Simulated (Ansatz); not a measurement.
BaCu$_{4}$As$_{2}$ in space group R-3m (No. 166; Cu on 6c, Cu on 6c, Ba on 3a, As on 6c) under volume change, plane-wave PAW LDA (Ansatz code), shape and atoms relaxed at each volume.

```tsv
V (Å³/atom)	E − E(relaxed) (meV/atom)	P (GPa)
15.249	48.5	11.29
15.752	20.3	6.85
16.254	4.8	3.14
16.757	0.0	0.00
17.260	4.2	-2.63
17.763	16.0	-4.82
18.265	34.1	-6.65
```

Task: What does a third-order Birch–Murnaghan fit give for V₀, B₀ and B′?

Result: V₀ = 16.76 Å³/atom, B₀ = 95.2 GPa, B′ = 4.8.

The workflow started from an entry of the Crystallography Open Database (COD). Its standing as an ambient phase is unchecked. The LDA relaxation kept the symmetry of its start; whether a distortion lowers the energy is not shown. No spin polarisation was allowed. Scalar-relativistic: spin–orbit coupling is off unless named, which matters more the heavier the elements.

Potentials: the later of the program's two PAW sets.
